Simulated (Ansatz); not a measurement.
Input and command of a plane-wave DFT calculation in Ansatz:

```yaml
crystal:
  lattice:
    - [3.9754512268, 0.0, 0.0]
    - [0.0, 3.9754512268, 0.0]
    - [0.0, 0.0, 3.9754512268]
  atoms:
    - { symbol: Sb, position: [0.0, 0.0, 0.0] }
    - { symbol: B, position: [0.5, 0.5, 0.5] }
    - { symbol: Ni, position: [0.5, 0.5, 0.0] }
    - { symbol: Ni, position: [0.5, 0.0, 0.5] }
    - { symbol: Ni, position: [0.0, 0.5, 0.5] }
basis:
  ecutwfc: 420
kpoints:
  mp_grid: { grid: [10, 10, 10] }
hamiltonian:
  xc: pbe
scf:
  occupations: { method: gaussian, width: 0.1 }
output:
  forces: true
  stress: true
  eigenvalues: true
relax:
  adjacent_minimum: "off"
  f_tol: 0.01
  max_steps: 80
  cell: { stress_tol: 0.05 }
```

```bash
ansatz run input.yaml --threads 1 --pin off --max-ram 2560MiB --backend cpu --events-out ev --progress --plain --runs-dir out
```

Processor: Intel(R) Xeon(R) Processor @ 2.50GHz (Skylake/Cascade Lake), 1 thread, on a host shared with other jobs.

How long does it run, and how much memory does it take?

About 76 s on 1 thread of Intel(R) Xeon(R) Processor @ 2.50GHz (Skylake/Cascade Lake), on a shared host, peak memory 0.46 GiB. It solves 44 bands at 56 k points (the mesh reduced by the symmetry that the task leaves, which can be less than the crystal's) with about 1213 plane waves (on the last cell), in 25 SCF iterations over 4 ionic steps.
